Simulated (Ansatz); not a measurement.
Cu2As:
```xyz
6
Lattice="3.7772 0.0000 0.0000 0.0000 3.7772 0.0000 0.0000 0.0000 5.8780" Properties=species:S:1:pos:R:3 pbc="T T T"
As     0.0000     1.8886     4.1947
As     1.8886     0.0000     1.6833
Cu     0.0000     0.0000     0.0000
Cu     1.8886     1.8886     0.0000
Cu     0.0000     1.8886     1.7679
Cu     1.8886     0.0000     4.1101
```

Relaxed with r²SCAN. Special points in fractions of this cell's reciprocal vectors: Γ (0.000, 0.000, 0.000); X (0.000, 0.500, 0.000); M (0.500, 0.500, 0.000); Z (0.000, 0.000, 0.500); R (0.000, 0.500, 0.500); A (0.500, 0.500, 0.500).

Question: List the band energies nearest the Fermi level at these points for DFT-r²SCAN in the program Ansatz with PAW potentials.

Answer: In eV from the Fermi level; about four levels below and three above (degenerate sets whole), none deeper than 8.9 eV; points with the same levels are listed once.

| k | below | above |
|---|---|---|
| Γ | -2.42 -2.42 -2.35 -0.68 | 0.91 0.91 1.21 |
| X | -2.06 -2.06 -1.61 -1.61 | 1.01 1.01 3.75 3.75 |
| M | -2.08 -2.08 -2.05 -2.05 | 0.30 0.30 3.22 3.22 |
| Z | -0.98 -0.98 -0.22 -0.22 | 2.28 2.85 4.49 |
| R | -2.49 -2.49 -2.40 -2.40 | 0.47 0.47 1.40 1.40 |
| A | -2.29 -2.29 -1.73 -1.73 | 3.38 3.38 4.84 4.84 |

Space group P4/nmm. The workflow started from an entry of the Crystallography Open Database (COD). Its standing as an ambient phase is unchecked. Symmetry was held in the r²SCAN relaxation; whether a distortion lowers the energy is not shown. No spin polarisation was allowed. Scalar-relativistic: spin–orbit coupling is off unless named, which matters more the heavier the elements.

Potentials: the later of the program's two PAW sets.
